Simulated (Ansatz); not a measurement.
Li3ClS (antiperovskite), relaxed with r2SCAN, was run in the plane-wave code Ansatz under altered settings. All numbers are computed, without spin polarisation but where a row says otherwise.

```
CELL_PARAMETERS angstrom
4.57898 0.00000 0.00000
0.00000 4.57898 0.00000
0.00000 0.00000 4.57898
ATOMIC_POSITIONS crystal
Cl 0.00000 0.00000 0.00000
S 0.50000 0.50000 0.50000
Li 0.50000 0.50000 0.00000
Li 0.50000 0.00000 0.50000
Li 0.00000 0.50000 0.50000
```

The base run's other keys:
```yaml
kpoints:
  mp_grid: { grid: [4, 4, 4] }
hamiltonian:
  xc: hse06
scf:
  occupations: { method: fixed }
  n_extra_bands: 5
```

It takes 10 iterations with 1863 plane waves at 420 eV and 10 k points, and leaves a mean stress of -0.15 GPa. The gap over this mesh is 5.249 eV. It ran on 4 threads of Arm Neoverse N1, with other jobs on the host.

Outcomes, with energy and stress as changes against the base:
```tsv
setting	outcome	ΔF (meV/atom)	Δ mean stress (GPa)	gap on the mesh (eV)	iterations	wall time
PBE hybrid, exx coeff 0.75, omega 0.2078 1/Å	converged	–	-0.7	7.611	14	20 s
scf.exx.ecutfock_ratio: 1	converged	+0.6	0.0	5.249	10	12 s
scf.exx.max_outer_iter: 2	converged	0.0	0.0	5.249	13	16 s
basis.ecutwfc: 250	converged, warned	+44	0.0	5.259	10	8 s
```
A dash marks a value that wasn't obtained or can't be compared. Stress is positive in compression. The base took 16 s.

- PBE hybrid, exx coeff 0.75, omega 0.2078 1/Å. That is 75 % exact exchange, screened with ω = 0.2078 1/Å, against HSE06's 25 % screened at 0.208 1/Å. The mean stress moves by -0.7 GPa and the gap on the mesh by +2.362 eV (to 7.611). Totals of different functionals aren't comparable.
- basis.ecutwfc: 250. 847 plane waves in place of 1863. The free energy moves by +44 meV an atom, the mean stress by 0.0 GPa and the gap on the mesh by +0.010 eV (to 5.259). The basis is too small: these are errors of the cutoff. Warned: cutoff below recommended.

Within 1 meV an atom, 0.1 GPa and 0.005 eV of the base stay: scf.exx.ecutfock_ratio: 1; scf.exx.max_outer_iter: 2.

The program warns that its thresholds are loose for a hybrid's stress.

The meshes of the hybrids are coarse, so their gaps aren't converged to the digits shown.
